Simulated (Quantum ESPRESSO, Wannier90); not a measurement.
Tight-binding from DFT: AlGaP$_{2}$ (P-4m2)

```
CELL_PARAMETERS angstrom
      3.86549     0.00000     0.00000
      0.00000     3.86549     0.00000
      0.00000     0.00000     5.45561
ATOMIC_POSITIONS crystal
  Al 0.50000 0.50000 0.50000
  Ga 0.00000 0.00000 0.00000
  P  0.00000 0.50000 0.25039
  P  0.50000 0.00000 0.74961
```

Materials Project entry mp-1228888; symmetrised, unrelaxed at this level. Not found in the COD (Crystallography Open Database) copy used; not checked further. Method: PBEsol plane waves in Quantum ESPRESSO 7.5 (PseudoDojo norm-conserving files, 64 Ry, no spin polarisation, no spin-orbit coupling), Bloch states on a 8×8×6 mesh through Γ, Wannier90 4.0.1. Density: 8×8×6 mesh, cold smearing 0.01 Ry.

Base run: 16 functions from bands 6-31 of the 31 computed, start hydrogen-like Al: s;p; Ga: s;p; P: s;p, frozen window up to 2.97 eV relative to the valence-band maximum, outer window open. One thing is changed at a time; window edges are relative to the valence-band maximum. The misfit compares interpolated bands with pw.x on a high-symmetry path, for states up to 2.5 eV relative to the valence-band maximum. Converged means that the tolerances were met: symmetric starts can stop on a saddle, which shows as a larger Ω_OD at equal Ω_I and can move the misfit too.

| setting | functions | frozen to (eV) | Ω_I (Å²) | Ω_D (Å²) | Ω_OD (Å²) | rms misfit (meV) | worst (meV) | ended |
|---|---|---|---|---|---|---|---|---|
| base | 16 | 2.97 | 25.39 | 0.06 | 3.64 | 5.7 | 71 | converged |
| frozen window to 0.97 eV | 16 | 0.97 | 23.24 | 0.04 | 3.22 | 159 | 1299 | converged |
| frozen window to 2.47 eV | 16 | 2.47 | 24.38 | 0.05 | 3.48 | 14 | 263 | converged |
| frozen window to 1.97 eV | 16 | 1.97 | 23.54 | 0.04 | 3.33 | 42 | 385 | converged |
| frozen window to 8.10 eV | 16 | 8.10 | – | – | – | – | – | stops: too many frozen states |
| no frozen window | 16 | none | 22.32 | 0.03 | 2.44 | 269 | 1790 | converged |
| outer window to 15.77 eV | 16 | 2.97 | 25.68 | 0.06 | 3.68 | 5.5 | 66 | converged |
| outer window to 11.07 eV | 16 | 2.97 | 38.71 | 0.49 | 14.44 | 2.7 | 21 | converged |
